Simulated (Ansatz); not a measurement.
One crystal and one scan (frozen-phonon scan) at two levels, PBE (plane waves to 420 eV, PAW, scalar-relativistic; Ansatz, a program for electronic structure) and r2SCAN (plane waves to 500 eV, PAW, scalar-relativistic; Ansatz), each from its own relaxed cell and on its own mesh. The cell shown is that of PBE.

Starting cell, Cu (fcc, Cu type):

```
Cu
1.0
    0.00000     3.62969     3.62969
    1.81485     0.00000     1.81485
    1.81485     1.81485     0.00000
Cu
2
Direct
  0.00000   0.00000   0.00000
  0.50000   0.00000   0.00000
```

The atoms are displaced by Q × the pattern below (from a DFPT mode at L = (0.5, 0.0, 0.0), largest move 1; Q in Å), at fixed cell. (q is in reciprocal vectors of the primitive cell; the cell shown is doubled to hold the pattern.)

| atom | x | y | z |
|---|---|---|---|
| Cu1 | -0.577 | 0.577 | 0.577 |
| Cu2 | 0.577 | -0.577 | -0.577 |

Cu is run without spin polarisation. Cu was relaxed with its symmetry unable to fall. With partly filled bands, energies and forces of such displacements shift with the k mesh and the smearing. Both scans cover Q from -0.280 to 0.280 Å.

ΔE (meV/cell), each from the undisplaced structure of its own level:

| Q (Å) | PBE | r2SCAN |
|---|---|---|
| -0.280 | 1386 | 1564 |
| -0.233 | 898 | 1015 |
| -0.187 | 540 | withheld |
| -0.140 | 289 | 327 |
| -0.093 | 123 | 140 |
| -0.047 | 30 | 34 |
| 0.000 | 0 | 0 |
| 0.047 | 30 | 34 |
| 0.093 | 123 | 140 |
| 0.140 | 289 | 327 |
| 0.187 | 540 | withheld |
| 0.233 | 898 | 1015 |
| 0.280 | 1386 | 1564 |

Question: Estimate the r2SCAN value at -0.187 from the PBE value there and the ratio of the two levels in the two nearest given rows on that side of the minimum.

Answer: At -0.233 and -0.140 the ratio r2SCAN/PBE averages 1.131, which gives 1.131 × 540 = 611 meV/cell. The calculation gives 612 meV/cell, +13.3 % against PBE.

(For displaced atoms, the force is minus the slope of the energy, and its curvature is a force constant, which sets phonon frequencies.)
